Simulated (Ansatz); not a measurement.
SnS (space group Cmcm)

```
SnS
1.0
    2.00177    -5.58832     0.00000
    2.00177     5.58832     0.00000
    0.00000     0.00000     4.00001
Sn S
2 2
Cartesian
  2.00177  -4.22047   3.00001
  2.00177   4.22047   1.00000
  2.00177  -1.64525   3.00001
  2.00177   1.64525   1.00000
```

The slice is a (010) plane (indices of the conventional cell) through the point (0.353, 0.647, 0.250) (fractional), spanned by u = [001] and v = [110] in vectors of this cell: u (4.00 Å) and v (4.00 Å, at 90° to u). It covers one period; positions are fractions (u, v).

Method: LDA (plane waves to 420 eV, PAW, scalar-relativistic; Ansatz, an electronic-structure program). k mesh 9×9×8. Near the nuclei the fields are pseudised (PAW); where an atom keeps semicore shells as valence, they peak there. At this level the bands of SnS touch or barely overlap. SnS was relaxed with its symmetry unable to fall. This is one of several known forms of SnS; the measured ambient cells at hand have space group No. 62.

### Question
Sketch the electron localisation function (ELF) on this plane as a map.

### Answer
```
|xxxx7999986421000001246899997xxx|
|xxxx8999986421000001246899998xxx|
|xxx899998753210000012357899998xx|
|77899999865321111111235689999987|
|99999998754221111111224578999999|
|99999987643222222222223467899999|
|99999876532222222222222356789999|
|99988764322222233322222234678899|
|88876543222223333333222223456788|
|66655432222233333333322222344566|
|44433222222333222223332222223344|
|22222222223322110112233222222222|
|111111222333210xxx01233322211111|
|00001122233210xxxxx0123322211000|
|0000112233321xxxxxxx123332211000|
|0000012233320xxxxxxx023332210000|
|0000112233321xxxxxxx123332211000|
|00001122233210xxxxx0123322211000|
|111111222333210xxx01233322211111|
|22222222223322110112233222222222|
|44433222222333222223332222223344|
|66655432222233333333322222344566|
|88876543222223333333222223456788|
|99988764322222233322222234678899|
|99999876532222222222222356789999|
|99999987643222222222223467899999|
|99999998754221111111224578999999|
|77899999865321111111235689999987|
|xxx899998753210000012357899998xx|
|xxxx8999986421000001246899998xxx|
|xxxx7999986421000001246899997xxx|
|xxxx7999987521000001357899997xxx|
```
Scale: ten equal steps from 0.06 (start of '0') to 0.86 (end of '9'), in the order '0123456789'. Values: electron localisation function (ELF). The map has 32 points along u (one character each, u = 0 at the left) and 32 along v (v = 0 in the bottom row). Points within 0.5 Å of a nucleus are blanked (x), as the pseudised field means little there.
